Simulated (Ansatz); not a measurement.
The relaxed structure here is a generated cell of Co: the first start was made by placing the elements on the sites of a structure type, and the end was not matched to a known phase here, so it may be hypothetical. Known forms of Co include space group No. 194.

One starting cell of Co (a generated trial cell of Co in the AFLOW prototype A_oC8_64_f (A11, as in Ga)) was relaxed twice with Ansatz (plane waves, PAW, scalar-relativistic): with r2SCAN at 500 eV and with PBE at 420 eV. The r2SCAN result:

Co is modelled in the orthorhombic space group Fmmm (No. 69), Pearson symbol oF8. Cell: a = 2.6054 Å, b = 4.0315 Å, c = 8.7199 Å, α = β = γ = 90.00°. Co on 8i sees 7 Co at 2.348–2.400 Å and 2 Co at 2.605 Å and 2 Co at 2.848 Å. (Neighbours: up to the widest gap in distance over summed covalent radii, below 1.35, at either atom.)
(The calculation used a cell of 2 atoms; values per cell refer to that cell.)

```csv
quantity,r2SCAN,PBE
space group,Fmmm,Fmmm
volume (Å³/atom),11.45,(withheld)
a (Å),2.605,(withheld)
b (Å),4.031,(withheld)
c (Å),8.720,(withheld)
"gap (eV, no spin-orbit coupling)",0.00,(withheld)
spin order,ferromagnetic,(withheld)
net moment (μB/atom),1.87,(withheld)
```

### Question
What does PBE give for the same quantities?

### Answer

- volume (Å³/atom), PBE: 11.61
- a (Å), PBE: 2.560
- b (Å), PBE: 4.130
- c (Å), PBE: 8.787
- gap (eV, no spin-orbit coupling), PBE: 0.00
- spin order, PBE: ferromagnetic
- net moment (μB/atom), PBE: 1.73

Both levels end in the same structure; PBE's volume is 1.4 % larger. Neither column is exact.

Spin states reached: ferromagnetic; spin orders were not searched systematically. r2SCAN tends to overstate moments in metals.

The run could not lose the symmetry of its start, so the end can be a saddle point.

Ansatz is a program for electronic structure.
